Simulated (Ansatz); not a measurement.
Ansatz (an electronic-structure program) input:

Ansatz 0.2 input:
```yaml
crystal:
  lattice:
    - [2.8371841914, 0.0, 0.0]
    - [-1.4185920957, 2.457073585, 0.0]
    - [0.0, 0.0, 9.7099533007]
  atoms:
    - { symbol: Be, position: [0.3333333333, 0.6666666667, 0.0782516751] }
    - { symbol: Be, position: [0.6666666667, 0.3333333333, 0.9217483249] }
    - { symbol: Be, position: [0.6666666667, 0.3333333333, 0.5782516751] }
    - { symbol: Be, position: [0.3333333333, 0.6666666667, 0.4217483249] }
    - { symbol: Be, position: [0.0, 0.0, 0.25] }
    - { symbol: Be, position: [0.0, 0.0, 0.75] }
    - { symbol: N, position: [0.0, 0.0, 0.0] }
    - { symbol: N, position: [0.0, 0.0, 0.5] }
    - { symbol: N, position: [0.3333333333, 0.6666666667, 0.25] }
    - { symbol: N, position: [0.6666666667, 0.3333333333, 0.75] }
kpoints:
  mp_grid: { grid: [11, 11, 3] }
hamiltonian:
  xc: pbesol
  pseudopotentials: { kind: paw }
scf:
  occupations: { method: fixed }
phonons:
  method: dfpt
  response_accuracy: low
  eigenvectors: true
  rigid_motions: translations
  dielectric: true
```

Output (shortened):

```
Pseudopotential: Be, paw, valence charge 2
Pseudopotential: N, paw, valence charge 5
Functional definition: PBEsol
Crystal: 10 atoms, lattice volume = 67.690 Å³
Basis set: ecut = 420 eV, 1329 PW (Γ), exchange–correlation on 40×40×144 points (8 copies of the dense FFT grid, shifted against one another)
Bands: 26, of which v1, the nominal top of the filled ones, is band 16 counted from 1 (15 counted from 0)
Symmetry: 24 space group operations
k-points: 102 of 363 (irreducible under 2 space group operations, time reversal used)
SCF iter   1: F=—  HF=-2067.238196 eV  |F-HF|=—  |Δ(HF+E_count)|=         —  Δρ=8.83e-3  dr2=5.14e-2  ethr=1.77e-3  ⟨swp⟩=4.3  Hψ=11675  notcnv=0  defer=723
preconditioner: auto → none
SCF iter   2: F=—  HF=-2067.222362 eV  |F-HF|=—  |Δ(HF+E_count)|=   1.58e-2  Δρ=3.02e-3  dr2=4.16e-3  ethr=1.61e-4  ⟨swp⟩=2.4  Hψ=4959  notcnv=0  defer=813
SCF iter   3: F=—  HF=-2067.220896 eV  |F-HF|=—  |Δ(HF+E_count)|=   1.47e-3  Δρ=7.86e-4  dr2=2.03e-4  ethr=1.30e-5  ⟨swp⟩=2.0  Hψ=3865  notcnv=0  defer=815
SCF iter   4: F=—  HF=-2067.220774 eV  |F-HF|=—  |Δ(HF+E_count)|=   1.23e-4  Δρ=2.27e-4  dr2=3.69e-5  ethr=6.36e-7  ⟨swp⟩=2.6  Hψ=3616  notcnv=0  defer=590
SCF iter   5: F=—  HF=-2067.220764 eV  |F-HF|=—  |Δ(HF+E_count)|=   9.81e-6  Δρ=5.89e-5  dr2=1.57e-6  ethr=1.15e-7  ⟨swp⟩=2.2  Hψ=3501  notcnv=0  defer=483
SCF iter   6: F=—  HF=-2067.220763 eV  |F-HF|=—  |Δ(HF+E_count)|=   6.37e-7  Δρ=1.36e-5  dr2=8.52e-8  ethr=4.92e-9  ⟨swp⟩=2.7  Hψ=3581  notcnv=0  defer=467
SCF iter   7: F=—  HF=-2067.220763 eV  |F-HF|=—  |Δ(HF+E_count)|=  1.76e-10  Δρ=1.65e-6  dr2=1.49e-9  ethr=2.66e-10  ⟨swp⟩=2.3  Hψ=3420  notcnv=0  defer=467
SCF iter   8: F=-2067.220763 eV  HF=-2067.220763 eV  |F-HF|=4.50e-11  |Δ(HF+E_count)|=  1.05e-10  Δρ=3.56e-7  dr2=7.65e-11  ethr=1.00e-12  ⟨swp⟩=12.9  Hψ=18225  notcnv=0
SCF 1 converged in 8 iterations: F = -2067.220763 eV  dr2 = 7.65e-11
NSCF: frozen V_eff on 7 k-points
DFPT response loops at Γ: preconditioner auto → Resta (q_TF=auto, 2.408 Å⁻¹)  ε∞=4.2 (no band partly filled) …
── the response to a field inside a basis, on 12×12×4 k-points: an SCF that follows is theirs, and a resumed run solves both again ──
Crystal: 10 atoms, lattice volume = 67.690 Å³
Bands: 17, of which v1, the nominal top of the filled ones, is band 16 counted from 1 (15 counted from 0)
k-points: 84 of 576 (irreducible under 8 space group operations)
SCF iter   1: F=—  HF=-2067.212557 eV  |F-HF|=—  |Δ(HF+E_count)|=         —  Δρ=2.97e-4  dr2=1.10e-5  ethr=1.00e-1
preconditioner: auto → none
SCF iter   2: F=—  HF=-2067.212560 eV  |F-HF|=—  |Δ(HF+E_count)|=   3.56e-6  Δρ=1.36e-4  dr2=2.66e-6  ethr=3.43e-8
SCF iter   3: F=—  HF=-2067.212562 eV  |F-HF|=—  |Δ(HF+E_count)|=   1.63e-6  Δρ=5.15e-5  dr2=6.00e-7  ethr=8.32e-9
SCF iter   4: F=-2067.212562 eV  HF=-2067.212562 eV  |F-HF|=1.23e-8  |Δ(HF+E_count)|=   3.27e-8  Δρ=5.91e-6  dr2=1.83e-8  ethr=1.88e-9
SCF 1 converged in 4 iterations: F = -2067.212562 eV  dr2 = 1.83e-8
DFPT response loops at Γ: mixed as the last ones told, above
SCF converged after 8 iterations
Free energy (F): -2067.220763 eV
Harris-Foulkes:  -2067.220763 eV  (|F-HF|=4.50e-11)
Internal energy: -2067.220763 eV  (E = F + TS)
E sigma→0 (E₀):  -2067.220763 eV
Fermi energy:    7.955906 eV
--- Per-component energies (eV) ---
  E_band       = 56.336512
  E_kinetic    = 664.375463
  E_local      = -809.926478  (includes V_loc(G=0)·N_el)
  E_nonlocal   = 210.030674
  E_hartree    = 257.495697
  E_xc         = -361.417035
  E_vxc        = -436.291560  (∫ρ·V_xc dr)
  E_paw        = -835.113779  (= ΣΔE_a)
  E_vpaw       = -86.843389  (= ΣTr[D̂ρ^β])
  E_aug_tail   = 0.000387  (compensation charges beyond the density's cutoff)
  E_ewald      = -1192.835275
  E_core_change = 0.169583  (= ΣΔE_core)
  E_smearing   =  0.000000  (= −TS)
  E_closure    = 0.000000  (closes the sum)
  Σ components = -2067.220763   (vs F -2067.220763, Δ=0.00e0)
  [band-id]    e_kinetic+e_local+e_nonlocal+2·e_hartree+e_vxc+e_vpaw+e_augmentation_tail = 56.336490   (vs E_band 56.336512, Δ=-2.29e-5)
--- Band table (eV; the first three rows and the last of 102) ---
  k-point 0: bands = ["-8.4555", "-7.9334", "-7.1977", "-6.2654", "0.2799", "2.6412", "4.4256", "6.7441", "6.7441", "7.1092", "7.1092", "7.4717", "7.4717", "7.5788", "7.9559", "7.9559", "14.1005", "15.0336", "15.6556", "16.2974", "16.2974", "16.9297", …
  k-point 1: bands = ["-8.3683", "-8.1320", "-6.9062", "-6.4660", "0.6940", "1.7407", "5.4852", "6.8042", "6.8042", "6.9185", "6.9669", "6.9669", "7.6426", "7.6426", "7.8649", "7.8649", "14.4600", "14.9140", "15.7879", "16.3275", "16.4585", "16.4585", …
  k-point 2: bands = ["-8.3379", "-7.8200", "-7.1024", "-6.1894", "0.4210", "2.7610", "4.3411", "6.1563", "6.4635", "6.4755", "6.8890", "7.1655", "7.3048", "7.4744", "7.5202", "7.8436", "14.4129", "15.2672", "15.9652", "16.2163", "16.5476", "16.6608", …
  k-point 101: bands = ["-6.4773", "-6.3235", "-5.6588", "-5.4583", "1.6502", "1.7525", "2.4884", "2.6014", "3.6327", "3.8412", "4.2746", "4.5222", "4.9526", "5.3439", "6.5382", "6.9037", "13.3842", "14.4382", "15.1887", "15.5502", "16.7203", "17.1663", …
--- Phonons (Γ-DFPT): 8 representative perturbations + reference, on 102 of 363 k-points (Σ response iterations 23) ---
  ASR residual: 3.046e-4 → 0.000e0 eV/Å²; symmetrization residual: 3.117e-5 eV/Å²
  ASR residual per site (eV/Å²): 3.05e-4 3.05e-4 3.05e-4 3.05e-4 1.15e-4 1.15e-4 3.03e-4 3.03e-4 1.76e-4 1.76e-4
  Γ frequencies (cm⁻¹): 0.00 0.00 0.00 240.69 240.69 243.92 251.70 251.70 340.19 348.60 348.60 410.19 528.58 528.58 529.44 529.44 535.00 535.00 535.65 535.65 666.87 698.56 829.57 882.21 920.96 958.91 958.91 959.41 959.41 1107.65
  ε∞ (high-frequency dielectric tensor):
        4.537494     0.000000     0.000000
        0.000000     4.537494     0.000000
        0.000000     0.000000     5.469972
  ε⁰ (static dielectric tensor: ions relaxed, cell fixed):
       11.710980     0.000000     0.000000
        0.000000    11.710980     0.000000
        0.000000     0.000000    32.804943
  ε⁰ − ε∞ (ionic part):
        7.173486     0.000000     0.000000
        0.000000     7.173486     0.000000
        0.000000     0.000000    27.334971
  softest optical mode at Γ: 240.69 cm⁻¹; the repairs (sum rule, projections) moved no ω² at Γ by more than (6.12 cm⁻¹)²
  Born effective charges Z* (e; rows j = field, columns β = displacement):
    site 0:
         1.68715    0.00000    0.00000
         0.00000    1.68715    0.00000
         0.00000    0.00000    1.83774
    site 1:
         1.68715    0.00000    0.00000
         0.00000    1.68715    0.00000
         0.00000    0.00000    1.83774
    site 2:
         1.68715    0.00000    0.00000
         0.00000    1.68715    0.00000
         0.00000    0.00000    1.83774
    site 3:
         1.68715    0.00000    0.00000
         0.00000    1.68715    0.00000
         0.00000    0.00000    1.83774
    site 4:
         1.64217    0.00000    0.00000
         0.00000    1.64217    0.00000
         0.00000    0.00000    2.04498
    site 5:
         1.64217    0.00000    0.00000
         0.00000    1.64217    0.00000
         0.00000    0.00000    2.04498
    site 6:
        -2.86921    0.00000    0.00000
         0.00000   -2.86921    0.00000
         0.00000    0.00000   -2.59758
    site 7:
        -2.86921    0.00000    0.00000
         0.00000   -2.86921    0.00000
         0.00000    0.00000   -2.59758
    site 8:
        -2.14724    0.00000    0.00000
         0.00000   -2.14724    0.00000
         0.00000    0.00000   -3.12287
    site 9:
        -2.14724    0.00000    0.00000
         0.00000   -2.14724    0.00000
         0.00000    0.00000   -3.12287
  Z* charge neutrality: 4.350e-3 e pre-enforcement
  solved inside a basis spanned on kpoints, on 12×12×4 k-points, its susceptibility summed on 16×16×4: ε∞ is read to err by 2.1e-2, Z* by 1.2e-2 e (field_mesh …
  optical modes at Γ without the LO–TO term, one row a degenerate level:
      ω (cm⁻¹)  modes    IR ((D/Å)²/amu)
        240.69      2             0.0000
        243.92      1            45.3478
        251.70      2             0.0000
        340.19      1             0.0000
        348.60      2             0.0699
        410.19      1             0.0000
        528.58      2             0.0000
        529.44      2             0.0000
        535.00      2             0.0000
        535.65      2           112.3465
        666.87      1             0.0000
        698.56      1            18.2571
        829.57      1            46.7420
        882.21      1             0.0000
        920.96      1             0.0000
        958.91      2            58.1066
        959.41      2             0.0000
       1107.65      1             0.0000
  optical modes at Γ + LO–TO along q̂ = [1.0000, 0.0000, 0.0000]:
      ω (cm⁻¹)  modes    IR ((D/Å)²/amu)
        240.69      2             0.0000
        243.92      1            45.3478
        251.70      2             0.0000
        340.19      1             0.0000
        348.60      1             0.0350
        348.70      1             0.0027
        410.19      1             0.0000
        528.58      2             0.0000
        529.44      2             0.0000
        535.00      2             0.0000
        535.65      1            56.1732
        666.87      1             0.0000
        698.56      1            18.2571
        735.78      1            19.3638
        829.57      1            46.7420
        882.21      1             0.0000
        920.96      1             0.0000
        958.91      1            29.0533
        959.41      2             0.0000
       1107.65      1             0.0000
       1121.19      1            65.8950
  optical modes at Γ + LO–TO along q̂ = [0.0000, 1.0000, 0.0000]:
      ω (cm⁻¹)  modes    IR ((D/Å)²/amu)
        240.69      2             0.0000
        243.92      1            45.3478
        251.70      2             0.0000
        340.19      1             0.0000
        348.60      1             0.0350
        348.70      1             0.0027
        410.19      1             0.0000
        528.58      2             0.0000
        529.44      2             0.0000
        535.00      2             0.0000
        535.65      1            56.1732
        666.87      1             0.0000
        698.56      1            18.2571
        735.78      1            19.3638
        829.57      1            46.7420
        882.21      1             0.0000
        920.96      1             0.0000
        958.91      1            29.0533
        959.41      2             0.0000
       1107.65      1             0.0000
       1121.19      1            65.8950
  optical modes at Γ + LO–TO along q̂ = [0.0000, 0.0000, 1.0000]:
      ω (cm⁻¹)  modes    IR ((D/Å)²/amu)
        240.69      2             0.0000
        251.70      2             0.0000
        340.19      1             0.0000
        348.60      2             0.0699
        410.19      1             0.0000
        443.16      1            10.6576
        528.58      2             0.0000
        529.44      2             0.0000
        535.00      2             0.0000
        535.65      2           112.3465
        666.87      1             0.0000
        731.77      1             2.9261
        882.21      1             0.0000
        920.96      1             0.0000
        958.91      2            58.1066
        959.41      2             0.0000
       1067.44      1            96.7631
       1107.65      1             0.0000
```

Cost: around 4 core-minutes (rough) on shared cores.

Space group P6_3/mmc. The first step of the workflow began from a Materials Project structure, measured or hypothetical; the Crystallography Open Database copy checked does not list it. COD files the formula under space group No. 206. Its standing as an ambient phase is unchecked. Symmetry was held in the PBEsol relaxation; its stability against distortions is not shown here.

Potentials: the later of the program's two PAW sets.

Ansatz is a plane-wave DFT program.
